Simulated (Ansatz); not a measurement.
**LiGa**

Method: PBEsol, scalar-relativistic; no spin polarisation; PAW, 420 eV, Γ-centred 8×8×8 mesh, 0.05 eV Gaussian smearing; code Ansatz; PAW files: Ansatz's generated set soft_2.

```cif
data_structure
_symmetry_space_group_name_H-M 'P 1'
_symmetry_Int_Tables_number 1
_cell_length_a 4.3501
_cell_length_b 4.3501
_cell_length_c 4.3501
_cell_angle_alpha 60.000
_cell_angle_beta 60.000
_cell_angle_gamma 60.000
_cell_volume 58.21
loop_
_atom_site_label
_atom_site_type_symbol
_atom_site_fract_x
_atom_site_fract_y
_atom_site_fract_z
_atom_site_occupancy
Li1 Li 0.00000 0.00000 0.00000 1
Li2 Li 0.25000 0.25000 0.25000 1
Ga1 Ga 0.50000 0.50000 0.50000 1
Ga2 Ga 0.75000 0.75000 0.75000 1
```

The chain of runs began from a cell as deposited in COD, expanded in volume.

Task: Which orbitals carry the states at the Fermi level, and how many states are there?

Result: Within 0.1 eV of it: Ga 4p 47 %, Ga 4s 30 %, Li 2s 24 % (shares among the projected shells). The Fermi level sits on a steep edge: the density of states is 0.1, 0.3 and 0.7 states/eV per cell at −0.1, 0 and +0.1 eV.

Density of states (tetrahedra, averaged over 0.3 eV; states/eV per cell of 4 atoms; energy in eV from the Fermi level; projections on Löwdin-orthogonalised atomic orbitals, summed over sites):

| E | total | Ga 4p | Ga 4s | Li 2s | Li 1s |
| --- | --- | --- | --- | --- | --- |
| -6.70 | 0.64 | 0.28 | 0.34 | 0.01 | 0.00 |
| -6.40 | 1.35 | 0.67 | 0.57 | 0.07 | 0.02 |
| -6.10 | 0.94 | 0.49 | 0.39 | 0.04 | 0.02 |
| -5.80 | 0.66 | 0.34 | 0.28 | 0.02 | 0.01 |
| -5.50 | 0.51 | 0.27 | 0.21 | 0.01 | 0.01 |
| -5.20 | 0.41 | 0.22 | 0.17 | 0.01 | 0.00 |
| -4.90 | 0.34 | 0.19 | 0.14 | 0.01 | 0.00 |
| -4.60 | 0.27 | 0.15 | 0.11 | 0.01 | 0.00 |
| -4.30 | 0.48 | 0.33 | 0.10 | 0.03 | 0.01 |
| -4.00 | 1.53 | 1.21 | 0.13 | 0.14 | 0.04 |
| -3.70 | 1.34 | 1.07 | 0.13 | 0.09 | 0.02 |
| -3.40 | 1.65 | 1.38 | 0.13 | 0.08 | 0.02 |
| -3.10 | 1.61 | 1.37 | 0.12 | 0.06 | 0.01 |
| -2.80 | 1.45 | 1.24 | 0.11 | 0.05 | 0.01 |
| -2.50 | 1.31 | 1.13 | 0.10 | 0.03 | 0.01 |
| -2.20 | 1.18 | 1.02 | 0.08 | 0.03 | 0.01 |
| -1.90 | 1.05 | 0.92 | 0.07 | 0.02 | 0.00 |
| -1.60 | 0.92 | 0.81 | 0.05 | 0.01 | 0.00 |
| -1.30 | 0.75 | 0.67 | 0.04 | 0.01 | 0.00 |
| -1.00 | 0.50 | 0.44 | 0.04 | 0.00 | 0.00 |
| -0.70 | 0.32 | 0.28 | 0.02 | 0.00 | 0.00 |
| -0.40 | 0.21 | 0.19 | 0.01 | 0.00 | 0.00 |
| -0.10 | 0.21 | 0.14 | 0.03 | 0.03 | 0.00 |
| 0.20 | 1.12 | 0.37 | 0.38 | 0.27 | 0.00 |
| 0.50 | 2.47 | 0.93 | 0.81 | 0.38 | 0.01 |
| 0.80 | 2.30 | 1.00 | 0.67 | 0.25 | 0.01 |
| 1.10 | 1.59 | 0.74 | 0.33 | 0.17 | 0.01 |
| 1.40 | 1.74 | 0.92 | 0.29 | 0.17 | 0.00 |
| 1.70 | 1.59 | 0.90 | 0.24 | 0.14 | 0.00 |
| 2.00 | 1.18 | 0.67 | 0.16 | 0.10 | 0.00 |
| 2.30 | 1.41 | 0.79 | 0.21 | 0.12 | 0.00 |
| 2.60 | 1.30 | 0.66 | 0.13 | 0.13 | 0.00 |
| 2.90 | 1.29 | 0.59 | 0.11 | 0.17 | 0.01 |
| 3.20 | 1.25 | 0.58 | 0.10 | 0.18 | 0.01 |
| 3.50 | 1.50 | 0.68 | 0.11 | 0.23 | 0.01 |
| 3.80 | 1.54 | 0.70 | 0.12 | 0.26 | 0.01 |
| 4.10 | 1.17 | 0.49 | 0.09 | 0.16 | 0.01 |
